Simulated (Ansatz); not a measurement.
Cr2C in space group P4/nmm (No. 129; Cr on 2a, Cr on 2c, C on 2c) under volume change, PBEsol in the plane-wave PAW code Ansatz, shape and atoms relaxed at each volume.

```csv
V (Å³/atom),E − E(relaxed) (meV/atom),P (GPa)
8.080,88.6,38.53
8.346,37.2,23.62
8.613,8.8,10.90
8.879,0.0,0.02
9.145,7.9,-9.27
9.412,30.1,-17.20
9.678,64.4,-23.95
```

Problem. What does a third-order Birch–Murnaghan fit give for V₀, B₀ and B′?

Solution. V₀ = 8.88 Å³/atom, B₀ = 334 GPa, B′ = 4.2.

A made-up cell: these elements were put on the sites of a structure type; neither database checked (COD, Materials Project) lists it. Whether it is the stable phase at ambient conditions was not checked. The cell was relaxed with PBEsol under the symmetry of its start; of distortions, only those at the zone centre were tested. The workflow began spin-polarised and lost its moments.

Potentials: the earlier of the program's two PAW sets.
